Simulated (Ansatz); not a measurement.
Level of theory: DFT PBE, scalar-relativistic, plane waves, PAW (Ansatz). All cells share a 420 eV cutoff and Γ-centred k meshes spaced at most about 0.3 Å⁻¹ (about 0.25 or finer for metals, 2π included). No spin polarisation in the final relaxations.

These are static total energies at zero pressure. All come from trial cells, and lower structures may exist.

Question: Which of these relaxed structures of Zr3MoS is the lowest in energy?
A.

```cif
data_structure
_symmetry_space_group_name_H-M 'Pm-3m'
_symmetry_Int_Tables_number 221
_cell_length_a 4.7592
_cell_length_b 4.7592
_cell_length_c 4.7592
_cell_angle_alpha 90.000
_cell_angle_beta 90.000
_cell_angle_gamma 90.000
_cell_volume 107.79
loop_
_atom_site_label
_atom_site_type_symbol
_atom_site_symmetry_multiplicity
_atom_site_Wyckoff_symbol
_atom_site_fract_x
_atom_site_fract_y
_atom_site_fract_z
_atom_site_occupancy
Zr1 Zr 3 c 0.50000 0.50000 0.00000 1
Mo1 Mo 1 a 0.00000 0.00000 0.00000 1
S1 S 1 b 0.50000 0.50000 0.50000 1
```

B.

```cif
data_structure
_symmetry_space_group_name_H-M 'P4/mmm'
_symmetry_Int_Tables_number 123
_cell_length_a 3.5222
_cell_length_b 3.5222
_cell_length_c 8.1257
_cell_angle_alpha 90.000
_cell_angle_beta 90.000
_cell_angle_gamma 90.000
_cell_volume 100.81
loop_
_atom_site_label
_atom_site_type_symbol
_atom_site_symmetry_multiplicity
_atom_site_Wyckoff_symbol
_atom_site_fract_x
_atom_site_fract_y
_atom_site_fract_z
_atom_site_occupancy
Zr1 Zr 2 g 0.00000 0.00000 0.68663 1
Zr2 Zr 1 c 0.50000 0.50000 0.00000 1
Mo1 Mo 1 d 0.50000 0.50000 0.50000 1
S1 S 1 a 0.00000 0.00000 0.00000 1
```

C.

```cif
data_structure
_symmetry_space_group_name_H-M 'P4mm'
_symmetry_Int_Tables_number 99
_cell_length_a 3.4813
_cell_length_b 3.4813
_cell_length_c 8.3720
_cell_angle_alpha 90.000
_cell_angle_beta 90.000
_cell_angle_gamma 90.000
_cell_volume 101.46
loop_
_atom_site_label
_atom_site_type_symbol
_atom_site_symmetry_multiplicity
_atom_site_Wyckoff_symbol
_atom_site_fract_x
_atom_site_fract_y
_atom_site_fract_z
_atom_site_occupancy
Zr1 Zr 1 a 0.00000 0.00000 0.32542 1
Zr2 Zr 1 a 0.00000 0.00000 0.69409 1
Zr3 Zr 1 b 0.50000 0.50000 0.94847 1
Mo1 Mo 1 b 0.50000 0.50000 0.51087 1
S1 S 1 a 0.00000 0.00000 0.02116 1
```

Answer: C. It has space group P4mm (No. 99); the next, B, with space group P4/mmm (No. 123), lies 16 meV/atom higher. Counting Mo or Zr atoms around S (for each partner element, those within 1.25 times its shortest distance or 1.15 times the sum of covalent radii, where it is the nearest in units of that sum or under 1.3), the lowest and the next both have S 6.

Cells relaxed within their symmetry can be saddle points. The P4mm cell of Zr3MoS came from shaking the P4/mmm one. Some candidate types were left out of the draw beforehand, so a known form may be missing.
